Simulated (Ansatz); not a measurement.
**A short bond in VCl$_{2}$O**

```yaml
crystal:
  lattice:
    - [-1.75894, 1.82108, 6.54455]
    - [1.75894, -1.82108, 6.54455]
    - [1.75894, 1.82108, -6.54455]
  atoms:
    - { symbol: V, position: [0.50000, 0.00000, 0.50000] }
    - { symbol: Cl, position: [0.62718, 0.62718, 0.00000] }
    - { symbol: Cl, position: [0.37282, 0.37282, 0.00000] }
    - { symbol: O, position: [0.00000, 0.00000, 0.00000] }
```

The cell is Materials Project entry mp-27712, used as a structure alone.

Its shortest bond, of 1.821 Å between atom 1 (V) and the nearest image of atom 4 (O), is scaled by moving both atoms along it, with the cell held and the other atoms too. The force apart is half the difference of the two atoms' forces along the bond; it holds the pull and push of their other neighbours too.

Computed with Ansatz 0.2.0; functional PBEsol, scalar-relativistic. Settings: a Γ-centred 8×8×8 k mesh, Fermi–Dirac smearing of 0.03 eV, spin-polarised from start moments V1 1.5 μB. Methods: LAPW: all electrons, basis error target 1 meV/atom; PAW: frozen-core files, cutoff 420 eV.

Energies are extrapolated to zero smearing and count from the unscaled cell; pressure is positive in compression; gaps take the mesh and a band path. No temperature or zero-point motion is included.

The magnetic state is the one reached from the start moments; other orders weren't searched. The PAW files were made under PBE.

| bond (Å) | force apart (eV/Å) | P LAPW (GPa) | ΔE LAPW (eV/atom) | P PAW − LAPW (GPa) | ΔE PAW − LAPW (meV/atom) | force PAW − LAPW (eV/Å) | moment (μB/cell) |
| --- | --- | --- | --- | --- | --- | --- | --- |
| 1.821 | 0.00 | -5.20 | 0.000 | 0.00 | 0.0 | 0.000 | 1.00 |
| 1.730 | -0.65 | -4.49 | -0.009 | -0.01 | 0.1 | 0.013 | 1.00 |
| 1.457 | 8.92 | ? | ? | -0.09 | -0.8 | -0.058 | 1.00 |

(1) Give the missing entry: row "1.457", column "ΔE LAPW (eV/atom)".

(2) What belongs in the row "1.457", column "P LAPW (GPa)"?

(3) How do the Löwdin populations by LAPW change from the unscaled cell to the last row, on the two atoms of the bond?

Answers

(1) 0.143.

(2) 7.06.

(3) V1 3d 3.40 → 3.54, O4 2p 4.75 → 4.52 electrons an atom. These are projections on the shells that the free atoms fill; 0.12 e a cell lies outside them at the start and 0.13 e at the end.
